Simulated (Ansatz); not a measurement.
One stationary structure of SnO₂. Space group Pa-3 (No. 205). These are PBEsol (plane waves to 420 eV, PAW, scalar-relativistic; Ansatz, a quantum-chemistry and plane-wave program) values and carry that method's errors.

```cif
data_O8Sn4
_chemical_formula_sum 'Sn4 O8'
_space_group_name_H-M_alt 'Pa-3'
_space_group_IT_number 205
_space_group_name_Hall '-P 2ac 2ab 3'
_cell_length_a 5.11147
_cell_length_b 5.11147
_cell_length_c 5.11147
_cell_angle_alpha 90.000
_cell_angle_beta 90.000
_cell_angle_gamma 90.000
loop_
_atom_site_label
_atom_site_type_symbol
_atom_site_symmetry_multiplicity
_atom_site_Wyckoff_symbol
_atom_site_fract_x
_atom_site_fract_y
_atom_site_fract_z
_atom_site_occupancy
Sn1 Sn 4 a 0.00000 0.00000 0.00000 1
O1 O 8 c 0.33930 0.33930 0.33930 1
```

**Question.** What is the computed band gap (PBEsol)?

**Answer.** 0.86 eV, indirect (valence top at k = (0, 0.2, 0.4), conduction bottom at Γ) (no spin-orbit coupling).

**Question.** Estimate the smallest direct gap that PBEsol returns for this input.

**Answer.** 0.93 eV at Γ.

No spin polarisation in the result.

The run could not lose the symmetry of its start; a randomly shaken copy of 12 atoms returns to this structure.

The first start was generated by placing the elements on the sites of a structure type. Materials Project lists a structure of SnO2 in the same space group, Pa-3 (No. 205); the sites were not compared with it, nor with measured phases. Known forms of SnO2 include space group No. 136.
